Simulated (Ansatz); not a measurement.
Given:

AlSiMo₆:
```
AlSiMo6
1.0
    4.91449     0.00000     0.00000
    0.00000     4.91449     0.00000
    0.00000     0.00000     4.91449
Al Si Mo
1 1 6
Direct
  0.50000   0.50000   0.50000
  0.00000   0.00000   0.00000
  0.00000   0.50000   0.75202
  0.00000   0.50000   0.24798
  0.75202   0.00000   0.50000
  0.24798   0.00000   0.50000
  0.50000   0.75202   0.00000
  0.50000   0.24798   0.00000
```

This is the r²SCAN-relaxed structure.

Problem. All from r²SCAN in the plane-wave PAW code Ansatz, unless another level is named. Estimate the electronic character.

Solution. metallic (no gap).

Problem. Give the density of states at the Fermi level.

Solution. 0.49 states/eV per atom (mean over ±0.08 eV).

Problem. Predict the formation energy from the elements (no fitted shifts).

Solution. -0.30 eV/atom.

Space group Pm-3. The workflow started from a Materials Project entry (that database holds measured and hypothetical structures alike); the Crystallography Open Database copy checked does not list it. With Al and Si taken as one species the cell has the higher symmetry Pm-3n, so it may be an ordered model of a mixed-site phase. Whether it is the stable phase at ambient conditions was not checked. Symmetry was held in the r²SCAN relaxation; whether a distortion lowers the energy is not shown. No spin polarisation was allowed. The references are the lowest solids computed at this level, not always the standard phases. Scalar-relativistic: spin–orbit coupling is off unless named, which matters more the heavier the elements.

Potentials: the later of the program's two PAW sets.
